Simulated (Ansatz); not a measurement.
**Computed properties of Sn**

Sn:
```yaml
crystal:
  lattice:
    - [3.31480, 0.00000, 0.00000]
    - [-1.65740, 2.87070, 0.00000]
    - [0.00000, 0.00000, 5.67752]
  atoms:
    - { symbol: Sn, position: [0.33333, 0.66667, 0.75000] }
    - { symbol: Sn, position: [0.66667, 0.33333, 0.25000] }
```

Space group P6_3/mmc (No. 194), hcp (Mg type); conventional cell a = b = 3.315 Å, c = 5.678 Å, α = β = 90.00°, γ = 120.00°.

Method: the program Ansatz at the r²SCAN level (PAW). Geometry: relaxed at this level of theory. Other levels are named where they apply.

### Cell and energy

- Volume per atom = 27.01 Å³
- Density = 7.30 g/cm³

### Electronic structure

* **Electronic character**: metallic (no gap)
* **Density of states at the Fermi level**: 0.49 states/eV per atom (mean over ±0.08 eV)
* **Gap with spin–orbit coupling**: none (metallic)

### Mechanics

* **Bulk modulus (Birch–Murnaghan fit)**: 51.7 GPa
* **Pressure derivative B′**: 5.1
* **Elastic constants (relaxed ions, GPa)**: C11 = 72.4, C12 = 52.5, C13 = 39.2, C33 = 63.5, C44 = 11.8
* **Mechanical stability**: stable (all eigenvalues of C positive)
* **Hill bulk and shear moduli**: 51.7 and 11.7 GPa
* **Young's modulus**: 32.6 GPa
* **Poisson's ratio**: 0.39
* **Debye temperature from the elastic constants**: 142 K

The start of the workflow was typed in or built on a structure type; neither database checked (COD, Materials Project) lists it. It is not the phase usual at ambient conditions (space group No. 141). The cell keeps a stress of up to 0.2 GPa. The cell was relaxed with r²SCAN under the symmetry of its start; whether a distortion lowers the energy is not shown. As this level gives no gap, shear constants depend on the k-mesh and smearing (Fermi–Dirac, 0.1 eV here). Axis ratios of metals converge slowly with the k-mesh, so a and c are less sure than the volume. On the denser mesh and wider smearing of the elastic run this cell carries a stress of 0.6 GPa. Scalar-relativistic: spin–orbit coupling is off unless named, which matters more the heavier the elements.

Potentials: the earlier of the program's two PAW sets.
